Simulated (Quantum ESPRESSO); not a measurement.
```cif
data_Br24K8Pt4
_chemical_formula_sum 'K8 Br24 Pt4'
_space_group_name_H-M_alt 'Fm-3m'
_space_group_IT_number 225
_space_group_name_Hall '-F 4 2 3'
_cell_length_a 10.36802
_cell_length_b 10.36802
_cell_length_c 10.36802
_cell_angle_alpha 90.000
_cell_angle_beta 90.000
_cell_angle_gamma 90.000
loop_
_atom_site_label
_atom_site_type_symbol
_atom_site_symmetry_multiplicity
_atom_site_Wyckoff_symbol
_atom_site_fract_x
_atom_site_fract_y
_atom_site_fract_z
_atom_site_occupancy
K1 K 8 c 0.25000 0.25000 0.25000 1
Br1 Br 24 e 0.00000 0.00000 0.23953 1
Pt1 Pt 4 a 0.00000 0.00000 0.00000 1
```
(The calculation used a cell of 9 atoms; values per cell refer to that cell.)

The geometry is that of Materials Project entry mp-27691, symmetrised and not relaxed again.

What does norm-conserving LDA (Quantum ESPRESSO, 84 Ry, no spin-orbit coupling) give for the electronic structure near the Fermi level?

The LDA gap is indirect, 0.92 eV, from Γ to X; the smallest direct gap is 0.94 eV. Without spin-orbit coupling, band edges of such heavy elements can be off by tenths of an eV.
